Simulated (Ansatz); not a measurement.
## Zr-91 nuclear quadrupole resonance in ZrPbO3

Cell: a Materials Project structure (computed, not necessarily an observed phase).

```cif
data_ZrPbO3
_symmetry_space_group_name_H-M 'Pm'
_symmetry_Int_Tables_number 6
_cell_length_a 4.2952
_cell_length_b 8.4293
_cell_length_c 8.4442
_cell_angle_alpha 90.000
_cell_angle_beta 90.527
_cell_angle_gamma 90.000
loop_
_atom_site_label
_atom_site_type_symbol
_atom_site_symmetry_multiplicity
_atom_site_Wyckoff_symbol
_atom_site_fract_x
_atom_site_fract_y
_atom_site_fract_z
Zr1 Zr 2 c 0.5316 0.7467 0.7482
Zr3 Zr 2 c 0.5503 0.7533 0.2461
Pb5 Pb 1 a 0.0439 0.0000 0.9424
Pb6 Pb 1 b 0.1328 0.5000 0.4863
Pb7 Pb 1 a 0.1062 0.0000 0.4693
Pb8 Pb 1 b 0.1264 0.5000 0.0177
O9 O 2 c 0.0042 0.7728 0.7599
O11 O 2 c 0.4855 0.7300 0.0029
O12 O 1 a 0.4885 0.0000 0.7737
O13 O 1 b 0.4598 0.5000 0.7450
O14 O 2 c 0.4718 0.7473 0.5021
O15 O 1 a 0.5055 0.0000 0.2719
O17 O 1 b 0.4767 0.5000 0.2618
O19 O 2 c 0.0186 0.7500 0.2567
```

One atom of each set is listed.

Method: Kohn–Sham DFT in Ansatz, PBE, plane waves and PAW (field gradients read without the response of the frozen cores, which leaves them typically 4 to 6 % off), with spin–orbit coupling, 420 eV cutoff, Γ-centred 5×3×3 k-points, Fermi–Dirac smearing 0.02 eV.

Zr-91: I = 5/2, Q = -176.0 mb (year-2017 value). Static lattice, zero field.

Q: Predict the zero-field Zr-91 lines of each site.

A: For I = 5/2 and η = 0 the lines are 3|C_Q|/20 and twice that; η pulls their ratio below 2. At large η the states mix, and weaker lines appear at sums of the main ones; lines under 5 % of the strongest are left out.

```
site  atoms  V_zz (10²¹ V/m²)  C_Q (MHz)     η  line frequencies (MHz)
 Zr1      2              4.05      -17.2  0.77        3.89, 4.74, 8.63
 Zr3      2              3.54      -15.1  0.51              2.83, 4.32
```

The largest force is 0.3 eV/Å, so the atoms aren't at the calculated equilibrium and relaxing them would move these values.
